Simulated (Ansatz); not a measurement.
Tl (hcp, Mg type), conventional cell a = b = 3.5207 Å, c = 5.6025 Å, α = β = 90.00°, γ = 120.00°. The calculation uses the primitive cell of 2 atoms, to which meshes and values per cell refer.

E(V) scan at fixed shape, V₀ the volume above. Symmetry pins the atoms to their sites.

Level of theory: r2SCAN (plane waves to 500 eV, PAW, scalar-relativistic; Ansatz, an electronic-structure program). k mesh 15×15×9 (Γ-centred), Fermi-Dirac smearing 0.05 eV. E stands for the smeared free energy. Compression counts positive. Spin-orbit coupling is left out, though Tl is heavy. The PAW data are Ansatz's earlier set. Tl was relaxed with its symmetry unable to fall. ΔE is measured from the relaxed starting cell.

Question: Predict the ΔE (kJ/mol of atoms) and P (GPa) at V/V₀ = 0.840, 0.867, 1.027, 1.053, 1.107.

Answer: 
```
V/V₀   ΔE (kJ/mol of atoms)  P (GPa)
-----  --------------------  -------
0.840                  10.7      8.9
0.867                   7.0      6.7
1.027                   0.2     -0.8
1.053                   0.7     -1.4
1.107                   2.6     -2.5
```

(A scan under strain: stresses follow from slopes of the energy per volume, elastic moduli from its curvatures.)
